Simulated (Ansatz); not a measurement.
Consider the following.

Te₃As₂:
```
Te3As2
1.0
    6.97610     2.00376     0.00000
   -6.97610     2.00376     0.00000
   -1.07509     0.00000     9.58792
Te As
6 4
Cartesian
 -6.90393   2.00376   2.72118
  5.82885   2.00376   6.86674
  3.56527   2.00376   3.27634
 -4.64036   2.00376   6.31158
 -1.74726   2.00376   0.37955
  0.67217   2.00376   9.20837
  1.10260   2.00376   4.29587
 -2.17769   2.00376   5.29205
 -4.33949   2.00376   1.35666
  3.26440   2.00376   8.23127
```

This is the LDA-relaxed structure. Tensor components refer to the Cartesian frame of this cell.

### Question
All from LDA in the plane-wave PAW code Ansatz, unless another level is named. Predict the electron effective mass.

### Answer
0.051, 1.4, 1.5 mₑ (principal values).

### Question
What about the formation energy from the elements (no fitted shifts)?

### Answer
-0.011 eV/atom.

### Question
Next, the hole effective mass?

### Answer
0.057, 0.088, 3.6 mₑ (principal values).

### Question
Next, the smallest direct gap on the standard path?

### Answer
0.40 eV.

### Question
And the band gap?

### Answer
0.12 eV (indirect).

### Question
What about the valence-band maximum?

### Answer
off the standard path, at k = (0.010, -0.010, 0.305) in fractions of the reciprocal vectors.

Space group C2/m. The workflow started from a Materials Project entry (that database holds measured and hypothetical structures alike); the Crystallography Open Database files this formula in space group No. 12, but the cells were not matched. Its standing as an ambient phase is unchecked. Symmetry was held in the LDA relaxation; whether a distortion lowers the energy is not shown. A crystal of weakly bound chains computed without a dispersion correction: the cell and the soft elastic constants depend strongly on that. The references are the lowest solids computed at this level, not always the standard phases. Spin–orbit coupling is left out wherever it is not named.

Potentials: the later of the program's two PAW sets.
